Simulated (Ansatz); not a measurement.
# AlB₂N₃ (ordering on zincblende): the band gap by level of theory

All numbers come from the PAW code Ansatz. The calculation is spin-unpolarised, and the structure need not be a phase that has been made.

The cell is an ordered 6-atom cell of AlB₂N₃ on the zincblende lattice (I-4m2); cell and atoms were relaxed with r2SCAN. Around B lie 4 N at 1.61–1.62 Å; around N lie 4 B at 1.62 Å; around N lie 2 B at 1.61 Å and 2 Al at 1.82 Å; around Al lie 4 N at 1.82 Å.

Space group I-4m2 (No. 119). a = 2.711 Å, b = 2.711 Å, c = 11.889 Å, α = 90.00°, β = 90.00°, γ = 90.00°
```
atom  site  symmetry       x       y       z
   B    4e      2mm.  0.5000  0.5000  0.3244
   N    2d      -4m2  0.5000  0.0000  0.2500
   N    4f      2mm.  0.0000  0.5000  0.1022
  Al    2b      -4m2  0.5000  0.5000  0.0000
```

Relaxed lattice by functional, symmetry kept:
```
functional    k mesh  a (Å)   c (Å)  volume (Å³/atom)
       PBE  12×12×12  2.722  11.967              7.39
    r2SCAN  12×12×12  2.711  11.889              7.28
```

On this one geometry the levels give:
```csv
level,k mesh,gap (eV),kind,edges,least direct gap (eV)
PBE,12×12×12,3.26,indirect,Γ → X,3.62
r2SCAN,12×12×12,3.83,indirect,Γ → X,4.18
HSE06,8×8×8,4.55,indirect,Γ → X,4.97
PBE0,8×8×8,5.31,indirect,Γ → X,5.73
```
PBE: smearing of 0.02 eV; the others have fixed occupations.
Wave cutoffs: 420 eV, 500 eV (r2SCAN).

With HSE06 the valence top lies at Γ and the conduction bottom at X, 4.55 eV higher; the smallest vertical gap, at M, is 4.97 eV. With r2SCAN, at Γ the top three valence levels group as 2+1 from the top, spread over 317 meV.

r2SCAN covers 44 % of the step from PBE to HSE06, while HSE06 needs about 22 times r2SCAN's cost (on a coarser mesh). All these functionals give a gap of the same kind, indirect.

The splittings at Γ are without spin-orbit coupling, which regroups them where it is of like size or larger.
